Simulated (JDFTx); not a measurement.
Reference run:

Ir(111) slab cut from bulk Ir (space group Fm-3m, indices of the conventional cell, lattice of the Materials Project entry mp-101, not re-optimised): 4 atoms in 4 planes, a 1x1 cell of 6.43 Å² (|a| = 2.725, |b| = 2.725 Å), 6.7 Å between the outermost planes, cell height 22.7 Å, 10×10×1 k mesh, Fermi smearing 0.01 Ha, no spin polarisation.

The reference is PBE, GBRV ultrasoft potentials, plane waves to 20/100 Ha; code: JDFTx (a modified build). Unrelaxed; liquid: linear PCM (GLSSA13), water, 1 M KCl. Potentials refer to SHE, placed 4.44 V below the bulk liquid's zero by convention. LDA and PBEsol take their own potentials, PW91 and RPBE those of PBE; the lattice is kept.

```json
[
 {"functional": "LDA", "work function (eV)": "5.87", "U_pzc (V)": "1.20", "mean C below U_pzc (μF/cm²)": "13 over 0.5 V", "k states × plane waves": "14 × 4210", "cycles, vacuum run": "18", "rough core time, vacuum run": "2 min"},
 {"functional": "PBE", "work function (eV)": "(withheld)", "U_pzc (V)": "(withheld)", "mean C below U_pzc (μF/cm²)": "13 over 0.5 V", "k states × plane waves": "14 × 4210", "cycles, vacuum run": "20", "rough core time, vacuum run": "3 min"},
 {"functional": "PBEsol", "work function (eV)": "5.63", "U_pzc (V)": "0.97", "mean C below U_pzc (μF/cm²)": "13 over 0.5 V", "k states × plane waves": "14 × 4210", "cycles, vacuum run": "19", "rough core time, vacuum run": "2 min"},
 {"functional": "PW91", "work function (eV)": "5.55", "U_pzc (V)": "0.88", "mean C below U_pzc (μF/cm²)": "13 over 0.5 V", "k states × plane waves": "14 × 4210", "cycles, vacuum run": "20", "rough core time, vacuum run": "3 min"},
 {"functional": "RPBE", "work function (eV)": "5.34", "U_pzc (V)": "0.66", "mean C below U_pzc (μF/cm²)": "13 over 0.5 V", "k states × plane waves": "14 × 4210", "cycles, vacuum run": "20", "rough core time, vacuum run": "3 min"}
]
```

Some entries are withheld; supply them.


- PBE, work function (eV): 5.50
- PBE, U_pzc (V): 0.83

The times are rough (shared hosts); only ratios past two mean anything.
